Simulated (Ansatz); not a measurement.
SnTe:
```
SnTe
1.0
    0.00000     3.20477     3.20477
    3.20477     0.00000     3.20477
    3.20477     3.20477     0.00000
Sn Te
1 1
Cartesian
  0.00000   0.00000   0.00000
  3.20477   3.20477   3.20477
```

Relaxed with PBE. Special points in fractions of this cell's reciprocal vectors: Γ (0.000, 0.000, 0.000); X (0.500, 0.000, 0.500); U (0.625, 0.250, 0.625); K (0.375, 0.375, 0.750); L (0.500, 0.500, 0.500); W (0.500, 0.250, 0.750).

### Question
List the band energies nearest the valence-band maximum at these points for PBE in the plane-wave PAW code Ansatz.

### Answer
In eV from the valence-band maximum; about four levels below and three above (degenerate sets whole), none deeper than 8.9 eV; points with the same levels are listed once.

```csv
k,below,above
Γ,-4.87 -2.00 -2.00 -2.00,3.25 3.25 3.25
X,-6.43 -5.21 -3.49 -3.49,2.39 4.69 4.69
U,-7.24 -4.84 -3.02 -2.58,2.92 3.00 4.23
L,-8.07 -1.68 -1.68 0.00,0.05 0.45 0.45
W,-7.21 -4.51 -4.51 -0.81,0.86 4.60 4.60
```

Space group Fm-3m (rock salt). The PBE relaxation kept the symmetry of its start. Scalar-relativistic: spin–orbit coupling is off unless named, which matters more the heavier the elements.

Potentials: the earlier of the program's two PAW sets.
